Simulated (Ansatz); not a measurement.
TeO₂:
```
CELL_PARAMETERS angstrom
      0.00000     2.66070     2.66070
      2.66070     0.00000     2.66070
      2.66070     2.66070     0.00000
ATOMIC_POSITIONS crystal
  Te 0.00000 0.00000 0.00000
  O  0.75000 0.75000 0.75000
  O  0.25000 0.25000 0.25000
```

r²SCAN+D4 (plane waves, PAW; program Ansatz) gives a gap of 1.00 eV without spin–orbit coupling, maximum at L, minimum on the Γ–X line, 57 % of the way from Γ.

Q: What happens when spin–orbit coupling is switched on?

A: The gap drops by 0.06 eV, to 0.94 eV; maximum at L, minimum on the Γ–X line, 57 % of the way from Γ.

Q: Give the electron effective mass with spin–orbit coupling.

A: 0.25, 0.25, 0.80 mₑ (principal values).

Q: Give the hole effective mass with spin–orbit coupling.

A: 0.84, 1.2, 1.2 mₑ (principal values).

Q: Give the Z2 indices of the occupied bands with spin–orbit coupling.

A: 0;(000).

Space group Fm-3m (fluorite). A made-up cell: these elements were put on the sites of a structure type; neither database checked (COD, Materials Project) lists it. COD files the formula under space group No. 19, 61, 92, 136, so this cell is another polymorph or a model. Its standing as an ambient phase is unchecked. The r²SCAN+D4 relaxation kept the symmetry of its start; whether a distortion lowers the energy is not shown.

Potentials: the later of the program's two PAW sets.
